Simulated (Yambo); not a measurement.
G0W0@PBE for SnO₂ (rutile, space group P4_2/mnm, No. 136) in Yambo. Reference settings: 2×2×4 Γ-centred k mesh, bands 9 to 227 and a 12 Ry block in the screening, 227 bands in G with the Bruneval-Gonze terminator, plasmon pole fitted at 27.2 eV. The PBE gap Γ → Γ on this mesh is 1.03 eV; G0W0 gaps are taken between the same points.

The settings were changed. The gap went from 2.40 eV to 2.33 eV, and the shift of the valence edge from -0.71 eV to -0.53 eV.

### Question
Name the change that produced these shifts.
A. 130 bands in G
B. 130 bands in W, 130 bands in G
C. 7 Ry block
D. no terminator

### Answer
D, no terminator. The others gave (gap, valence shift): 130 bands in G: 2.41, -0.73 eV; 7 Ry block: 2.29, -0.62 eV; 130 bands in W, 130 bands in G: 2.45, -0.63 eV.

Spin-orbit coupling is not included.

Geometry relaxed with PBEsol; primitive cell a = b = 4.7665 Å, c = 3.2121 Å, α = β = γ = 90.00°.

A shift is the quasiparticle energy of the state minus its PBE energy.

The potentials are those of PseudoDojo's stringent table.
